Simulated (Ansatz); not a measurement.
**SbBr: computed properties**

Theory: Ansatz 0.2.0, DFT PBE, scalar-relativistic, plane waves, PAW.

Cutoff 420 eV; k points 18×18×6 on the computed 4-atom cell (Γ-centred); Gaussian smearing, width 0.10 eV; no spin polarisation.

The structure is relaxed at this level of theory with its symmetry kept, and needn't be the ground state of this composition.

```xyz
4
Lattice="3.5253 0.0000 0.0000 -1.7627 3.0530 0.0000 0.0000 0.0000 9.9817" Properties=species:S:1:pos:R:3 pbc="T T T"
Sb    0.0000    2.0354    2.4954
Sb    1.7627    1.0177    7.4863
Br    0.0000    0.0000    0.0000
Br    0.0000    0.0000    4.9909
```

```json
{"Space group": "P6_3/mmc (No. 194)", "Volume per atom": "26.86 Å³", "Formation energy from the elements' standard states (uncorrected)": "+0.064 eV/atom", "Kohn–Sham band gap": "none (metal)", "Density of states at the Fermi level": "2.6 states/eV per cell", "Orbital (Löwdin) character within 0.5 eV of the Fermi level": "Sb 5p 75 %, Br 4p 18 %", "Bader charge by site (e)": "Sb (2 in the cell) 0.49, Br (2 in the cell) -0.49"}
```

Spin-orbit coupling is left out, which matters for the bands of heavy elements.

Another cell of SbBr relaxed alike, in P6/mmm, lies 162 meV/atom lower, so this cell isn't the stable form at this level.

The cell was found from a structure generator's guess, not taken from experiment. Löwdin shares on free-atom orbitals overweight diffuse shells.
